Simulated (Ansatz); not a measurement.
Input and output of a band-structure calculation on ZrSi3O8 on the sites of tetragonal HfO2 (relaxed group Pmm2) (no longer in that coordination) (the PAW code Ansatz, PBE). The geometry is the r2SCAN minimum.

The input:
```yaml
crystal:
  lattice:
    - [3.4697024656, 0.0, 0.0]
    - [0.0, 5.813642782, 0.0]
    - [0.0, 0.0, 5.7462848018]
  atoms:
    - { symbol: Si, position: [0.0, 0.0, 0.0788971749] }
    - { symbol: Si, position: [0.5, 0.2474282254, 0.4418811448] }
    - { symbol: O, position: [0.5, 0.0, 0.5856404572] }
    - { symbol: O, position: [0.5, 0.0, 0.1629772796] }
    - { symbol: O, position: [0.0, 0.234339678, 0.3430558725] }
    - { symbol: O, position: [0.0, 0.2054119249, 0.8838223534] }
    - { symbol: Zr, position: [0.0, 0.5, 0.0220011094] }
    - { symbol: Si, position: [0.5, 0.7525717746, 0.4418811448] }
    - { symbol: O, position: [0.5, 0.5, 0.6093523415] }
    - { symbol: O, position: [0.5, 0.5, 0.2036128958] }
    - { symbol: O, position: [0.0, 0.765660322, 0.3430558725] }
    - { symbol: O, position: [0.0, 0.7945880751, 0.8838223534] }
kpoints:
  mp_grid: { grid: [8, 4, 4] }
  band_path:
    path:
      - [[0.0, 0.0, 0.0], [0.5, 3.810026123551e-34, 1.685196926447e-34], [0.5, 0.5, -5.083168475074e-18], [1.184658564142e-50, 0.5, -5.083168475074e-18], [0.0, 0.0, 0.0], [6.304396482378e-53, 6.53360546922e-34, 0.5], [0.5, 1.143794580039e-33, 0.5], [0.5, 0.5, 0.5], [1.027225313281e-50, 0.5, 0.5], [6.304396482378e-53, 6.53360546922e-34, 0.5]]
      - [[0.5, 3.810026123551e-34, 1.685196926447e-34], [0.5, 1.143794580039e-33, 0.5]]
      - [[1.184658564142e-50, 0.5, -5.083168475074e-18], [1.027225313281e-50, 0.5, 0.5]]
      - [[0.5, 0.5, -5.083168475074e-18], [0.5, 0.5, 0.5]]
    npoints: 10
hamiltonian:
  xc: pbe
scf:
  occupations: { method: fermi_dirac, width: 0.02 }
  n_extra_bands: 7
output:
  forces: true
  stress: true
  eigenvalues: true
  write_density: true
  write_potential: true
  elf: true
  volumetric_format: npy
```

It took 9.8 s on 1 × NVIDIA H100 80GB HBM3 with 2 threads of AMD EPYC 7R13 Processor (Zen 3) (shared host); peak host memory 1.2 GiB.

Task: Predict the output.

Result: What the program printed (shortened):
```
scf.n_extra_bands = 7 over 36 filled bands (N_el = 72.0): the run solves 43 bands
Functional definition: PBE
Crystal: 12 atoms, lattice volume = 115.912 Å³
Basis set: ecut = 420 eV, 2251 PW (Γ)
Symmetry: 4 space group operations
Space group: Pmm2 (ITA 25)
k-points: 45 of 128 (time reversal used)
SCF iter   1: HF=-10640.653388 eV  Δρ=5.66e-3  dr2=3.43e-2
preconditioner: auto → Resta (q_TF=auto, 2.520 Å⁻¹)  ε∞=4.6  [insulator: Δε(μ)=3.767 eV  σ=0.020 eV  ℏωp=28.9 eV]
SCF iter   2: HF=-10640.647543 eV  Δρ=2.82e-3  dr2=5.93e-3
SCF iter   3: HF=-10640.647672 eV  Δρ=1.04e-3  dr2=1.35e-3
SCF iter   4: HF=-10640.647633 eV  Δρ=3.47e-4  dr2=1.15e-4
SCF iter   5: HF=-10640.647644 eV  Δρ=1.70e-4  dr2=3.29e-5
SCF iter   6: HF=-10640.647461 eV  Δρ=4.95e-5  dr2=2.96e-6
SCF iter   7: HF=-10640.647462 eV  Δρ=1.89e-5  dr2=3.62e-7
SCF iter   8: HF=-10640.647462 eV  Δρ=8.09e-6  dr2=6.36e-8
SCF 1 converged in 8 iterations: F = -10640.647462 eV  dr2 = 6.36e-8
SCF converged after 8 iterations
Free energy (F): -10640.647462 eV
Fermi energy:    10.519505 eV
--- Per-component energies (eV) ---
  E_band       = -84.871039
  E_kinetic    = 1902.284235
  E_local      = -3583.464988
  E_nonlocal   = 526.843348
  E_hartree    = 1272.886977
  E_xc         = -927.747804
  E_vxc        = -1099.079066
  E_paw        = -5759.994815
  E_vpaw       = -377.243037
  E_ewald      = -4071.474457
--- Forces (eV/Å), atoms counted from 1 ---
  atom   1  Si      0.00000      0.00000      0.30426
  atom   2  Si      0.00000      0.04853    -0.13546
  atom   3  O       0.00000      0.00000      0.44734
  atom   4  O       0.00000      0.00000    -0.00144
  atom   5  O       0.00000      0.03614    -0.01765
  atom   6  O       0.00000      0.13447    -0.37942
  atom   7  Zr      0.00000      0.00000      0.08048
  atom   8  Si      0.00000    -0.04853    -0.13546
  atom   9  O       0.00000      0.00000      0.32315
  atom  10  O       0.00000      0.00000    -0.08857
  atom  11  O       0.00000    -0.03614    -0.01765
  atom  12  O       0.00000    -0.13447    -0.37942
--- Stress (GPa, compression-positive) ---
        6.884680       0.000000       0.000000
        0.000000       7.094311       0.000000
        0.000000       0.000000       6.612818
  P = ⅓ Tr σ = 6.8639 GPa (68.639 kbar)
```
The trailing digits, and the zero of the energies, depend on the potentials and thresholds.

Levels along the path, in eV from the valence top (v1 is the last filled band, c1 the first empty one):
```tsv
point	distance (1/Å)	v3	v2	v1	c1	c2	c3
Γ	0.00	-0.53	-0.30	-0.10	3.73	4.64	5.66
·	0.45	-0.62	-0.47	-0.13	4.52	5.44	5.60
X	0.91	-0.80	-0.47	-0.15	4.65	5.21	5.63
·	1.18	-0.91	-0.79	-0.04	4.73	5.32	5.43
S	1.45	-0.90	-0.76	-0.24	4.82	5.23	5.42
·	1.90	-0.64	-0.44	-0.22	4.84	5.05	6.39
Y	2.35	-0.80	-0.71	-0.08	4.84	5.47	6.07
·	2.62	-0.69	-0.60	-0.10	4.29	5.10	5.57
Γ	2.89	-0.53	-0.30	-0.10	3.73	4.64	5.66
·	3.16	-0.68	-0.48	-0.13	4.01	4.96	5.70
Z	3.44	-0.72	-0.42	-0.16	4.23	5.35	5.74
·	3.89	-0.53	-0.15	-0.06	4.64	5.39	5.58
U	4.34	-0.15	-0.15	0.00	4.97	5.15	5.61
·	4.61	-0.56	-0.18	-0.04	4.99	5.22	5.51
R	4.88	-0.62	-0.29	-0.10	5.05	5.30	5.38
·	5.34	-0.76	-0.40	-0.23	5.01	5.26	6.44
T	5.79	-0.69	-0.66	-0.64	4.87	5.44	6.12
·	6.06	-1.02	-0.49	-0.41	4.56	5.59	5.73
Z	6.33	-0.72	-0.42	-0.16	4.23	5.35	5.74
X	6.33	-0.80	-0.47	-0.15	4.65	5.21	5.63
·	6.55	-0.43	-0.27	-0.15	4.76	5.19	5.62
·	6.82	-0.16	-0.15	-0.01	4.96	5.15	5.61
U	6.88	-0.15	-0.15	0.00	4.97	5.15	5.61
Y	6.88	-0.80	-0.71	-0.08	4.84	5.47	6.07
·	7.04	-0.77	-0.71	-0.17	4.85	5.47	6.08
·	7.31	-0.69	-0.67	-0.57	4.87	5.45	6.12
T	7.42	-0.69	-0.66	-0.64	4.87	5.44	6.12
S	7.42	-0.90	-0.76	-0.24	4.82	5.23	5.42
·	7.53	-0.80	-0.75	-0.22	4.84	5.25	5.41
·	7.81	-0.65	-0.38	-0.12	5.00	5.32	5.35
R	7.97	-0.62	-0.29	-0.10	5.05	5.30	5.38
```

Planar averages along the third cell vector, from rho_z.tsv and v_z.tsv (valence density with its augmentation; electrostatic potential energy of an electron, of which only differences have a meaning):

| z (Å) | ρ (e/Å³) | v_es (eV) |
| --- | --- | --- |
| 0.00 | 0.655 | -0.71 |
| 0.14 | 0.624 | -1.70 |
| 0.43 | 0.645 | -2.87 |
| 0.57 | 0.686 | -2.82 |
| 0.72 | 0.742 | -2.29 |
| 0.86 | 0.800 | -1.13 |
| 1.15 | 0.832 | 2.18 |
| 1.29 | 0.788 | 3.59 |
| 1.44 | 0.747 | 3.92 |
| 1.58 | 0.758 | 3.60 |
| 1.87 | 0.867 | 0.80 |
| 2.01 | 0.860 | -1.25 |
| 2.15 | 0.775 | -2.68 |
| 2.30 | 0.632 | -3.10 |
| 2.59 | 0.397 | -1.06 |
| 2.73 | 0.380 | 0.32 |
| 2.87 | 0.429 | 1.11 |
| 3.02 | 0.532 | 1.98 |
| 3.30 | 0.731 | 4.42 |
| 3.45 | 0.740 | 5.74 |
| 3.59 | 0.666 | 7.36 |
| 3.74 | 0.526 | 9.31 |
| 4.02 | 0.249 | 13.23 |
| 4.17 | 0.187 | 14.32 |
| 4.31 | 0.179 | 14.45 |
| 4.45 | 0.224 | 13.49 |
| 4.74 | 0.492 | 9.31 |
| 4.88 | 0.660 | 7.11 |
| 5.03 | 0.782 | 5.13 |
| 5.17 | 0.836 | 3.43 |
| 5.46 | 0.776 | 0.99 |
| 5.60 | 0.709 | 0.07 |

The PBE gap is indirect, 3.73 eV (U to Γ), below the direct gap of 3.83 eV at Γ. The gap is the least over the mesh and the extra points. With the atoms held, the mean pressure is +6.86 GPa (compression positive). The largest force is 0.45 eV/Å.

Simulation only: spin-unpolarised, and no claim that this is the phase found in nature.
